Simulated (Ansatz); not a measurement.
Level of theory: Ansatz 0.2.0, DFT PBE, scalar-relativistic, plane waves, PAW. Settings: cutoff 420 eV, Γ-centred meshes spaced at most about 0.3 Å⁻¹, and about 0.25 Å⁻¹ or finer for metals (2π included), Gaussian smearing. Collinear spin in cells that started with moments and kept them past the coarse steps, no spin elsewhere.

Each of these unrelaxed guesses is relaxed in cell and atoms within its symmetry. A guess keeps its type if space group and coordination stay and the shape of the cell changes little (axis ratios within about 15 %, angles within 6°); the volume may change.

1. Be4ZnTe

```cif
data_structure
_symmetry_space_group_name_H-M 'F-43m'
_symmetry_Int_Tables_number 216
_cell_length_a 6.5503
_cell_length_b 6.5503
_cell_length_c 6.5503
_cell_angle_alpha 90.000
_cell_angle_beta 90.000
_cell_angle_gamma 90.000
_cell_volume 281.04
loop_
_atom_site_label
_atom_site_type_symbol
_atom_site_symmetry_multiplicity
_atom_site_Wyckoff_symbol
_atom_site_fract_x
_atom_site_fract_y
_atom_site_fract_z
_atom_site_occupancy
Be1 Be 16 e 0.62520 0.12520 0.12520 1
Zn1 Zn 4 c 0.25000 0.25000 0.25000 1
Te1 Te 4 a 0.00000 0.00000 0.00000 1
```

2. CdSeS4

```cif
data_structure
_symmetry_space_group_name_H-M 'P-6m2'
_symmetry_Int_Tables_number 187
_cell_length_a 5.9561
_cell_length_b 5.9561
_cell_length_c 4.6920
_cell_angle_alpha 90.000
_cell_angle_beta 90.000
_cell_angle_gamma 120.000
_cell_volume 144.15
loop_
_atom_site_label
_atom_site_type_symbol
_atom_site_symmetry_multiplicity
_atom_site_Wyckoff_symbol
_atom_site_fract_x
_atom_site_fract_y
_atom_site_fract_z
_atom_site_occupancy
Cd1 Cd 1 a 0.00000 0.00000 0.00000 1
Se1 Se 1 e 0.66667 0.33333 0.00000 1
S1 S 1 c 0.33333 0.66667 0.00000 1
S2 S 3 k 0.67120 0.83560 0.50000 1
```

3. ScSiS4

```cif
data_structure
_symmetry_space_group_name_H-M 'P4mm'
_symmetry_Int_Tables_number 99
_cell_length_a 4.5597
_cell_length_b 4.5597
_cell_length_c 4.1080
_cell_angle_alpha 90.000
_cell_angle_beta 90.000
_cell_angle_gamma 90.000
_cell_volume 85.41
loop_
_atom_site_label
_atom_site_type_symbol
_atom_site_symmetry_multiplicity
_atom_site_Wyckoff_symbol
_atom_site_fract_x
_atom_site_fract_y
_atom_site_fract_z
_atom_site_occupancy
Sc1 Sc 1 a 0.00000 0.00000 0.97167 1
Si1 Si 1 b 0.50000 0.50000 0.50790 1
S1 S 1 a 0.00000 0.00000 0.19728 1
S2 S 1 a 0.00000 0.00000 0.51579 1
S3 S 2 c 0.50000 0.00000 0.90472 1
```

4. Sc5Mo (collinear spin from parallel moments)

```cif
data_structure
_symmetry_space_group_name_H-M 'F-43m'
_symmetry_Int_Tables_number 216
_cell_length_a 8.0956
_cell_length_b 8.0956
_cell_length_c 8.0956
_cell_angle_alpha 90.000
_cell_angle_beta 90.000
_cell_angle_gamma 90.000
_cell_volume 530.58
loop_
_atom_site_label
_atom_site_type_symbol
_atom_site_symmetry_multiplicity
_atom_site_Wyckoff_symbol
_atom_site_fract_x
_atom_site_fract_y
_atom_site_fract_z
_atom_site_occupancy
Sc1 Sc 16 e 0.38868 0.11132 0.88868 1
Sc2 Sc 4 c 0.25000 0.25000 0.25000 1
Mo1 Mo 4 d 0.25000 0.25000 0.75000 1
```

Q: Which keep their type?

A: Guesses 1 and 4 keep their type.

| guess | kept | start group | end group | V start (Å³/atom) | V end | b/a and c/a, end over start | nearest neighbours start | nearest neighbours end |
| --- | --- | --- | --- | --- | --- | --- | --- | --- |
| 1 | yes | F-43m | F-43m | 11.7 | 12.8 | 1.00, 1.00 | Be 6, Te 16, Zn 16 | Be 6, Te 16, Zn 16 |
| 2 | no | P-6m2 | P-6m2 | 24.0 | 27.2 | 1.00, 1.94 | Cd 6, S 6/8, Se 18 | Cd 6, S 2/6, Se 6 |
| 3 | no | P4mm | P4mm | 14.2 | 28.5 | 1.00, 2.04 | S 1/4, Sc 1, Si 4 | S 1/4, Sc 5, Si 4 |
| 4 | yes | F-43m | F-43m | 22.1 | 35.1 | 1.00, 1.00 | Mo 4, Sc 1/12 | Mo 4, Sc 1/12 |

Neighbours count within 15 % of an atom's shortest distance; end groups are read at 0.02 Å (0.05 Å in metals).

Weakly bound directions are ill-defined at this level, which has no dispersion term (CdSeS4 P-6m2, ScSiS4 P4mm). These runs have no spin–orbit coupling, which can matter for Te. In ScSiS4 P4mm an odd number of electrons in the primitive cell allows no gap without spin; a larger cell or a magnetic state could open one. A magnetic state wasn't ruled out in cells without spin, among them ScSiS4 P4mm. Cells relaxed within their symmetry can be saddle points.

In counts of neighbours, a slash parts the counts of unlike sites.
